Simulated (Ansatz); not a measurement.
K₂Pt (Fm-3m), clamped-ion strain scan

Level of theory: Ansatz, DFT r2SCAN, scalar-relativistic, plane waves, PAW. Cutoff 500 eV, Γ-centred 6×6×6 k-points, Gaussian smearing of 0.05 eV. Spin–orbit coupling is left out, which can shift energies with elements as heavy as these. No spin polarisation. Energies are free energies at this smearing, counted from the undisturbed cell; pressure is positive in compression.

The starting cell (as given, not relaxed at this level; it stands at -0.1 GPa, and it needn't be the usual structure):

```
K Pt
1.0
     0.00000    3.78146    3.78146
     3.78146    0.00000    3.78146
     3.78146    3.78146    0.00000
K Pt
2 1
Direct
  0.75000 0.75000 0.75000
  0.25000 0.25000 0.25000
  0.00000 0.00000 0.00000
```

The cell is strained by ε times the Voigt pattern (0, 0, 0, 1, 0, 0) (xx, yy, zz, yz, xz, xy; engineering shear) with fractional coordinates fixed.

| ε | ΔE (meV/atom) |
| --- | --- |
| -0.0200 | 0.4 |
| -0.0100 | 0.1 |
| 0.0000 | 0.0 |
| 0.0025 | 0.0 |
| 0.0050 | 0.0 |
| 0.0075 | 0.1 |
| 0.0125 | 0.2 |
| 0.0150 | 0.2 |
| 0.0175 | 0.3 |

By symmetry 0.0200 repeats -0.0200, -0.0150 repeats 0.0150, 0.0100 repeats -0.0100, -0.0050 repeats 0.0050 in energy, with the opposite slope along the path.